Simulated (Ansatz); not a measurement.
This cell of SnO (litharge type, space group P4/nmm) is off equilibrium:

```
SnO
1.0
    3.79274     0.00000     0.00000
    0.00000     3.79274     0.00000
    0.00000     0.00000     4.76440
Sn O
2 2
Direct
  0.50000   0.00000   0.24062
  0.00000   0.50000   0.75938
  0.00000   0.00000   0.00000
  0.36079   0.50000   0.00000
```

Method: r2SCAN+rVV10 (plane waves to 500 eV, PAW, scalar-relativistic; Ansatz, a first-principles code). k mesh 7×7×6 (Γ-centred), Fermi-Dirac smearing 0.05 eV. The energy includes the smearing's −TS. Stress and pressure are positive under compression. With partly filled bands, energies and forces of such displacements shift with the k mesh and the smearing. At this level the bands of SnO touch or barely overlap; measurements give the solid a gap. SnO was relaxed with its symmetry unable to fall. The PAW data are Ansatz's earlier set.

**Question.** What forces act on the atoms (eV/Å, Cartesian)?

**Answer.** 
```csv
atom,Fx,Fy,Fz
Sn1,-0.545,0.000,-0.335
Sn2,-4.677,0.000,-4.025
O3,-2.708,0.000,-0.191
O4,7.930,0.000,4.551
```

**Question.** Give the stress tensor in GPa and the pressure.

**Answer.** 
```
   17.5      0.0     12.8
    0.0      6.7      0.0
   12.8      0.0     10.3
```
The pressure, a third of the trace, is 11.5 GPa.

**Question.** In it atom 4 sits (-0.528, 0.000, 0.000) Å away from its relaxed site. What is its energy relative to the relaxed cell?

**Answer.** 1646 meV/cell.

(For displaced atoms, the force is minus the slope of the energy, and its curvature is a force constant, which sets phonon frequencies.)
